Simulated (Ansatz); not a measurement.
BaF2 in space group P6_3/mmc (No. 194; Ba on 2c, F on 2a, F on 2d) under volume change, DFT-LDA in the program Ansatz with PAW potentials, shape and atoms relaxed at each volume.

```json
[
 {"V (Å³/atom)": "14.132", "E − E(relaxed) (meV/atom)": "35.3", "P (GPa)": "9.00"},
 {"V (Å³/atom)": "14.598", "E − E(relaxed) (meV/atom)": "[?]", "P (GPa)": "[?]"},
 {"V (Å³/atom)": "15.064", "E − E(relaxed) (meV/atom)": "3.4", "P (GPa)": "2.41"},
 {"V (Å³/atom)": "15.530", "E − E(relaxed) (meV/atom)": "0.0", "P (GPa)": "0.00"},
 {"V (Å³/atom)": "15.996", "E − E(relaxed) (meV/atom)": "2.9", "P (GPa)": "-1.94"},
 {"V (Å³/atom)": "16.462", "E − E(relaxed) (meV/atom)": "[?]", "P (GPa)": "[?]"},
 {"V (Å³/atom)": "16.928", "E − E(relaxed) (meV/atom)": "22.6", "P (GPa)": "-4.61"}
]
```

Question: Complete the blanks.

Answer: 
- 16.462, E − E(relaxed) (meV/atom): 10.8
- 16.462, P (GPa): -3.47
- 14.598, E − E(relaxed) (meV/atom): 14.5
- 14.598, P (GPa): 5.38

Question: What does a third-order Birch–Murnaghan fit give for V₀, B₀ and B′?

Answer: V₀ = 15.53 Å³/atom, B₀ = 71.1 GPa, B′ = 6.4.

The workflow started from a Materials Project entry (that database holds measured and hypothetical structures alike); the Crystallography Open Database copy checked does not list it. It is not the phase usual at ambient conditions (space group No. 225). The LDA relaxation kept the symmetry of its start; its stability against distortions is not shown here. Scalar-relativistic: spin–orbit coupling is off unless named, which matters more the heavier the elements.

Potentials: the later of the program's two PAW sets.
